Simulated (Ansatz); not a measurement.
MoS₂:
```
CELL_PARAMETERS angstrom
      1.57657     0.91023     5.99706
     -1.57657     0.91023     5.99706
      0.00000    -1.82047     5.99706
ATOMIC_POSITIONS crystal
  Mo 0.99998 0.99998 0.99998
  S  0.24645 0.24645 0.24645
  S  0.42026 0.42026 0.42026
```

Relaxed with PBE+D3(BJ).

Task: Give the Bader charges and basin volumes of the independent atoms, PBE+D3(BJ) in the plane-wave PAW code Ansatz.

Result: 

```json
[
 {"atom": "Mo1", "Bader charge (e)": "+1.22", "Bader volume (Å³)": "12.5"},
 {"atom": "S2", "Bader charge (e)": "-0.61", "Bader volume (Å³)": "19.6"},
 {"atom": "S3", "Bader charge (e)": "-0.61", "Bader volume (Å³)": "19.6"}
]
```

Space group R3m. Symmetry was held in the PBE+D3(BJ) relaxation. No spin polarisation was allowed.

Potentials: the later of the program's two PAW sets.
